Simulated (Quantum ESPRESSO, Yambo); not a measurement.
A free-standing CdClOH monolayer (symmetry P3m1, slab cell 16.5 Å high): one geometry, one set of norm-conserving PBEsol (Quantum ESPRESSO, 102 Ry, with spin-orbit coupling) orbitals, self-energies from Yambo (6×6×1 Γ-centred k mesh, bands 9 to 200 and a 6 Ry block in the screening, 200 bands in G with the Bruneval-Gonze terminator, plasmon pole fitted at 27.2 eV, slab-truncated Coulomb interaction, stochastic integration of W near q = 0).

```tsv
level	gap Γ → Γ (eV)
PBEsol (Quantum ESPRESSO)	2.45
exchange only (Hartree-Fock self-energy on PBEsol orbitals)	…
G0W0@PBEsol, plasmon pole	5.19
```

**Question.** Complete the blanks.

**Answer.** 
- exchange only (Hartree-Fock self-energy on PBEsol orbitals), gap Γ → Γ (eV): 10.16

Bare exchange has no screening and gives the widest gap.

Nearest settings tried, and what they do to the gap: 132 bands in W, 132 bands in G: +68 meV; 3 Ry block (107 vectors against 343): -106 meV. Not varied: mesh, cell height. So the settings aren't converged at that level.

Geometry relaxed with PBEsol; primitive cell a = 3.646 Å, b = 3.646 Å, c = 16.500 Å, α = 90.00°, β = 90.00°, γ = 120.00°.

This is a model layer cut from the bulk structure; whether it is stable on its own was not checked.
